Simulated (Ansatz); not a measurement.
Input and command of a calculation in Ansatz (plane waves; scalar-relativistic PAW potentials unless the input names others):

```yaml
crystal:
  lattice:
    - [0.0, 1.823715, 1.9676925]
    - [1.823715, 0.0, 1.9676925]
    - [1.823715, 1.823715, 0.0]
  atoms:
    - { symbol: Ir, position: [0.0, 0.0, 0.0] }
basis:
  ecutwfc: 500
kpoints:
  mp_grid: { grid: [22, 22, 22], shift: [0.5, 0.5, 0.5] }
hamiltonian:
  xc: r2scan
scf:
  occupations: { method: gaussian, width: 0.15 }
output:
  forces: true
  eigenvalues: true
  stress: true
```

```bash
ansatz run input.yaml --threads 1 --pin off --max-ram 2560MiB --backend cpu --events-out ev --progress --plain --runs-dir out
```

Abridged log:
```
Warning: crystal.symmetry: narrowed to the stabiliser of the k-point mesh — unitary ops 16 → 4; excluded 12 operations that carry a point of the 22×22×22 mesh (shift [0.5, 0.5, 0.5]) off the mesh (the run samples exactly the mesh kpoints.mp_grid names, as under crystal.symmetry.detect: false, and its converged state has the mesh's symmetry, not the crystal's; ε∞, the Born charges and the force constants of a linear response (`dielectric:` by the response, `phonons.method: dfpt`) are averaged over those of the crystal's operations that the state keeps within a tolerance, where `mesh_tensors`, ` ...
Pseudopotentials: kind: paw
Pseudopotential: Ir, paw, valence charge 17, recommended cutoff 500 eV (meta_gga)
Functional definition: r2SCAN
Crystal: 1 atom, lattice volume = 13.089 Å³
Basis set: ecut = 500 eV, 339 PW (Γ), exchange–correlation on 80×80×80 points (64 copies of the dense FFT grid, shifted against one another)
Bands: 13, of which v1, the nominal top of the filled ones, is band 9 counted from 1 (8 counted from 0)
Symmetry: 4 space group operations
k-points: 2783 of 10648
Initial density: superposition of atomic densities (neutral atoms: chi_scale 0, normalization atom), corrected by the library's trained network
Initial wavefunctions: pseudopotential atomic-orbital guess
Functional: x = r2scan, c = r2scan; τ floored in thin density (d = 2e-4 eV/Å³)
SCF iter   1: F=—  HF=-11948.493883 eV  |F-HF|=—  |Δ(HF+E_count)|=         —  Δρ=1.19e-2  dr2=8.35e-3  dr2_τ=5.23e-2  ethr=1.77e-3  ⟨swp⟩=5.0  Hψ=206525  notcnv=0
SCF iter   2: F=—  HF=-11948.527891 eV  |F-HF|=—  |Δ(HF+E_count)|=   3.40e-2  Δρ=5.53e-3  dr2=9.99e-4  dr2_τ=4.44e-4  ethr=4.91e-5  ⟨swp⟩=2.0  Hψ=80013  notcnv=0  defer=897
SCF iter   3: F=—  HF=-11948.528577 eV  |F-HF|=—  |Δ(HF+E_count)|=   6.85e-4  Δρ=1.50e-3  dr2=6.56e-5  dr2_τ=2.08e-5  ethr=5.88e-6  ⟨swp⟩=1.9  Hψ=46694  notcnv=0  defer=897
SCF iter   4: F=—  HF=-11948.528638 eV  |F-HF|=—  |Δ(HF+E_count)|=   6.09e-5  Δρ=1.20e-4  dr2=4.66e-7  dr2_τ=8.98e-8  ethr=3.86e-7  ⟨swp⟩=2.6  Hψ=57330  notcnv=0  defer=897
SCF iter   5: F=-11948.528638 eV  HF=-11948.528638 eV  |F-HF|=4.52e-9  |Δ(HF+E_count)|=   7.57e-7  Δρ=2.14e-5  dr2=3.10e-8  dr2_τ=8.22e-9  ethr=2.74e-9  ⟨swp⟩=2.1  Hψ=52966  notcnv=0  defer=897
SCF iter   6: F=-11948.528638 eV  HF=-11948.528638 eV  |F-HF|=4.18e-10  |Δ(HF+E_count)|=   4.90e-9  Δρ=3.75e-6  dr2=9.73e-10  dr2_τ=4.18e-10  ethr=1.82e-10  ⟨swp⟩=3.4  Hψ=131594  notcnv=0
SCF 1 converged in 6 iterations: F = -11948.528638 eV  dr2 = 9.73e-10
SCF converged after 6 iterations
Free energy (F): -11948.528638 eV
Harris-Foulkes:  -11948.528638 eV  (|F-HF|=4.18e-10)
Internal energy: -11948.519876 eV  (E = F + TS)
E sigma→0 (E₀):  -11948.524257 eV
Entropy (-TS):   -0.008762 eV (-8.762 meV/atom)
Fermi energy:    28.176631 eV
--- Forces (eV/Å), atoms counted from 1 ---
  atom   1  Ir     0.00000000     0.00000000     0.00000000
--- Stress (GPa, compression-positive) ---
       52.177149      -0.164818      -0.138268
       -0.164818      52.177149      -0.138268
       -0.138268      -0.138268      14.357904
  P = ⅓ Tr σ = 39.5707 GPa (395.707 kbar)
```

Apart from outputs and empty bands, the input differs from a reference run on usual settings in kpoints.mp_grid.shift: not typed → [0.5, 0.5, 0.5]. The reference, at the same geometry (not necessarily relaxed), gave pressure 39.64 GPa, largest force 0.000 eV/Å, no gap on the mesh. This run converged in 6 SCF iterations (reference: 6) with an energy at zero smearing 2.64 meV/atom below the reference's, pressure 39.57 GPa, largest force 0.000 eV/Å, no gap on the mesh.

The run took 44 s on 1 thread of AMD EPYC 7R43 64-Core Processor (Zen 3) (shared host), peak memory 0.91 GiB.